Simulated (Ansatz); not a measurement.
W$_{3}$N$_{4}$ (space group Pm-3m)

```xyz
7
Lattice="4.1792 0.0000 0.0000 0.0000 4.1792 0.0000 0.0000 0.0000 4.1792" Properties=species:S:1:pos:R:3 pbc="T T T"
N      2.0896     2.0896     2.0896
N      2.0896     0.0000     0.0000
N      0.0000     2.0896     0.0000
N      0.0000     0.0000     2.0896
W      2.0896     2.0896     0.0000
W      0.0000     2.0896     2.0896
W      2.0896     0.0000     2.0896
```

The slice is a {210} plane (indices of the conventional cell) through the point (0.500, 0.500, 0.500) (fractional), spanned by u = [100] and v = [021] in vectors of this cell: u (4.18 Å) and v (9.35 Å, at 90° to u). It covers one period; positions are fractions (u, v).

Calculation: PBEsol (plane waves to 420 eV, PAW, scalar-relativistic; Ansatz, a first-principles code). k mesh 11×11×11. Near the nuclei the fields are pseudised (PAW); where an atom keeps semicore shells as valence, they peak there. Spin-orbit coupling is left out, though W is heavy. W3N4 is run without spin polarisation. W3N4 was relaxed with its symmetry unable to fall.

Sketch the valence electron density on this plane as a map.


```
|87558998557|
|55335775335|
|43223443223|
|54323333234|
|55322332235|
|54311221134|
|54210000124|
|44200000024|
|43211111123|
|76434554346|
|99646886469|
|99757997579|
|99646886469|
|76434554346|
|43211111123|
|44200000024|
|54210000124|
|54311221134|
|55322332235|
|54323333234|
|43223443223|
|55335775335|
|87558998557|
|98659999568|
```
Scale: ten equal steps from -1.12 (start of '0') to 0.73 (end of '9'), in the order '0123456789'. Values: log₁₀ of the valence density in e/Å³. The map has 11 points along u (one character each, u = 0 at the left) and 24 along v (v = 0 in the bottom row). The scale is logarithmic, as a density can span decades between atoms and voids.
